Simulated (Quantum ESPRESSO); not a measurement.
## ZnGa2SiP3N (input and log of a self-consistent run)

Simulated, not a measurement. The program is pw.x of Quantum ESPRESSO 7.5 (plane-wave density functional theory). The cell is made up: 8 atoms on a zincblende/diamond lattice, with randomly drawn elements, strain and displacements, not relaxed. PseudoDojo standard norm-conserving files (v0.5 for PBE, v0.4.1 for LDA and PBEsol) set the functional; there is no spin polarisation, spin-orbit coupling or dispersion term, and the masses in the input are unused placeholders.

Input:

```
&control calculation='scf', pseudo_dir='./dojo.nc.sr.pbe.v0_5.standard.upf', outdir='./o', disk_io='medium', tprnfor=.true., tstress=.true. /
&system ibrav=0, nat=8, ntyp=5, nbnd=45, ecutwfc=84.00895049, nosym=.true., tot_charge=0,
 occupations='smearing', smearing='fd', degauss=0.0073498644
/
&electrons conv_thr=7.350e-09, electron_maxstep=60, /
ATOMIC_SPECIES
Ga 1.0 Ga.upf
N 1.0 N.upf
P 1.0 P.upf
Si 1.0 Si.upf
Zn 1.0 Zn.upf
CELL_PARAMETERS angstrom
5.767 -0.0129 0.0354
-0.0129 5.5978 -0.0213
0.0354 -0.0213 5.6187
ATOMIC_POSITIONS angstrom
Zn -0.0218 -0.0728 0.0669
Ga -0.0501 2.7619 2.7804
Si 2.8948 -0.0622 2.8446
Ga 2.9021 2.7334 0.018
P 1.3936 1.3989 1.3517
N 1.5518 4.2298 4.1637
P 4.3475 1.3475 4.24
P 4.3266 4.21 1.3709
K_POINTS automatic
6 6 6 1 1 1
```

The log is shortened where brackets say so; the opening notice, blank lines, dates and the lines on written files are dropped, and the path of the files is cut. It prints rydbergs, bohrs and kilobars, and counts compression as positive stress.

```
     Program PWSCF v.7.5
     Parallel version (MPI & OpenMP), running on       1 processor cores
     Number of MPI processes:                 1
     Threads/MPI process:                     1
     [start-up lines left out]
     bravais-lattice index     =            0
     lattice parameter (alat)  =      10.8983  a.u.
     unit-cell volume          =    1223.9806 (a.u.)^3
     number of atoms/cell      =            8
     number of atomic types    =            5
     number of electrons       =        70.00
     number of Kohn-Sham states=           45
     kinetic-energy cutoff     =      84.0090  Ry
     charge density cutoff     =     336.0358  Ry
     scf convergence threshold =      7.3E-09
     mixing beta               =       0.7000
     number of iterations used =            8  plain     mixing
     Exchange-correlation= PBE
                           (   1   4   3   4   0   0   0)
     [axes and pseudopotential details left out]
   Cartesian axes
     site n.     atom                  positions (alat units)
         1        Zn     tau(   1) = (  -0.0037800  -0.0126233   0.0116002  )
         2        Ga     tau(   2) = (  -0.0086872   0.4789043   0.4821121  )
         3        Si     tau(   3) = (   0.5019487  -0.0107853   0.4932442  )
         4        Ga     tau(   4) = (   0.5032145   0.4739625   0.0031211  )
         5        P      tau(   5) = (   0.2416456   0.2425646   0.2343803  )
         6        N      tau(   6) = (   0.2690770   0.7334333   0.7219718  )
         7        P      tau(   7) = (   0.7538421   0.2336520   0.7352019  )
         8        P      tau(   8) = (   0.7502181   0.7300000   0.2377095  )
     number of k points=   108  Fermi-Dirac smearing, width (Ry)=  0.0073
     Number of k-points >= 100: set verbosity='high' to print them.
     Dense  grid:   127281 G-vectors     FFT dimensions: (  64,  64,  64)
     Estimated max dynamical RAM per process >     181.46 MB
     Initial potential from superposition of free atoms
     starting charge      69.9935, renormalised to      70.0000
     Starting wfcs are   48 randomized atomic wfcs
     total cpu time spent up to now is       67.6 secs
     per-process dynamical memory:   105.6 Mb
     Self-consistent Calculation
     iteration #  1     ecut=    84.01 Ry     beta= 0.70
     Davidson diagonalization with overlap
     ethr =  1.00E-02,  avg # of iterations =  4.0
     total cpu time spent up to now is      275.2 secs
     total energy              =    -794.03261846 Ry
     estimated scf accuracy    <       1.06837061 Ry
     iteration #  2     ecut=    84.01 Ry     beta= 0.70
     Davidson diagonalization with overlap
     ethr =  1.53E-03,  avg # of iterations =  6.8
     total cpu time spent up to now is      449.3 secs
     total energy              =    -793.70003849 Ry
     estimated scf accuracy    <       7.41795621 Ry
     iteration #  3     ecut=    84.01 Ry     beta= 0.70
     Davidson diagonalization with overlap
     ethr =  1.53E-03,  avg # of iterations =  5.2
     total cpu time spent up to now is      615.7 secs
     total energy              =    -794.62686283 Ry
     estimated scf accuracy    <       0.17320389 Ry
     iteration #  4     ecut=    84.01 Ry     beta= 0.70
     Davidson diagonalization with overlap
     ethr =  2.47E-04,  avg # of iterations =  3.3
     total cpu time spent up to now is      743.3 secs
     total energy              =    -794.64996978 Ry
     estimated scf accuracy    <       0.00972714 Ry
     iteration #  5     ecut=    84.01 Ry     beta= 0.70
     Davidson diagonalization with overlap
     ethr =  1.39E-05,  avg # of iterations =  7.0
     total cpu time spent up to now is      913.6 secs
     total energy              =    -794.65127052 Ry
     estimated scf accuracy    <       0.00205378 Ry
     [iterations 6 to 7 left out]
     iteration #  8     ecut=    84.01 Ry     beta= 0.70
     Davidson diagonalization with overlap
     ethr =  5.09E-08,  avg # of iterations =  2.1
     total cpu time spent up to now is     1330.5 secs
     total energy              =    -794.65170990 Ry
     estimated scf accuracy    <       0.00000415 Ry
     iteration #  9     ecut=    84.01 Ry     beta= 0.70
     Davidson diagonalization with overlap
     ethr =  5.92E-09,  avg # of iterations =  2.5
     total cpu time spent up to now is     1462.8 secs
     total energy              =    -794.65171121 Ry
     estimated scf accuracy    <       0.00000055 Ry
     iteration # 10     ecut=    84.01 Ry     beta= 0.70
     Davidson diagonalization with overlap
     ethr =  7.84E-10,  avg # of iterations =  3.2
     total cpu time spent up to now is     1574.5 secs
     total energy              =    -794.65171134 Ry
     estimated scf accuracy    <       0.00000009 Ry
     iteration # 11     ecut=    84.01 Ry     beta= 0.70
     Davidson diagonalization with overlap
     ethr =  1.35E-10,  avg # of iterations =  2.0
     total cpu time spent up to now is     1676.2 secs
     total energy              =    -794.65171135 Ry
     estimated scf accuracy    <          8.7E-09 Ry
     iteration # 12     ecut=    84.01 Ry     beta= 0.70
     Davidson diagonalization with overlap
     ethr =  1.25E-11,  avg # of iterations =  2.9
     total cpu time spent up to now is     1798.7 secs
     End of self-consistent calculation
     Number of k-points >= 100: set verbosity='high' to print the bands.
     the Fermi energy is     5.3442 ev
!    total energy              =    -794.65171136 Ry
     estimated scf accuracy    <          2.0E-09 Ry
     smearing contrib. (-TS)   =      -0.00109584 Ry
     internal energy E=F+TS    =    -794.65061552 Ry
     The total energy is F=E-TS. E is the sum of the following terms:
     one-electron contribution =    -603.67113889 Ry
     hartree contribution      =     333.19755613 Ry
     xc contribution           =    -149.30952589 Ry
     ewald contribution        =    -374.86750687 Ry
     convergence has been achieved in  12 iterations
     Forces acting on atoms (cartesian axes, Ry/au):
     atom    1 type  5   force =     0.03181041    0.00441979   -0.04159273
     atom    2 type  1   force =     0.03461580    0.03303925    0.01751238
     atom    3 type  4   force =    -0.05300047   -0.03373435    0.04141693
     atom    4 type  1   force =    -0.02931929    0.03988479   -0.03103675
     atom    5 type  3   force =     0.02314870   -0.02425987    0.02421443
     atom    6 type  2   force =     0.02460830    0.01485170   -0.02814424
     atom    7 type  3   force =    -0.00759769   -0.02712058   -0.01232704
     atom    8 type  3   force =    -0.02426576   -0.00708073    0.02995702
     Total force =     0.142284     Total SCF correction =     0.000176
     Computing stress (Cartesian axis) and pressure
          total   stress  (Ry/bohr**3)                   (kbar)     P=     -113.11
  -0.00083816   0.00000435  -0.00003700         -123.30        0.64       -5.44
   0.00000435  -0.00072562   0.00005834            0.64     -106.74        8.58
  -0.00003700   0.00005834  -0.00074293           -5.44        8.58     -109.29
     init_run     :     63.07s CPU     67.32s WALL (       1 calls)
     electrons    :   1683.39s CPU   1731.15s WALL (       1 calls)
     forces       :     19.77s CPU     20.01s WALL (       1 calls)
     stress       :     73.60s CPU     73.93s WALL (       1 calls)
     [timing details left out]
     PWSCF        :  30m40.61s CPU  31m37.47s WALL
     JOB DONE.
```

In other units: free energy -10811.787 eV for the cell, pressure -11.31 GPa, largest force component 1.363 eV/Å. A rerun of this cell at 1437 eV and a 8 x 8 x 8 mesh moved values by no more than 0.003 eV in energy, 0.02 GPa in stress and 0.002 eV/Å in force.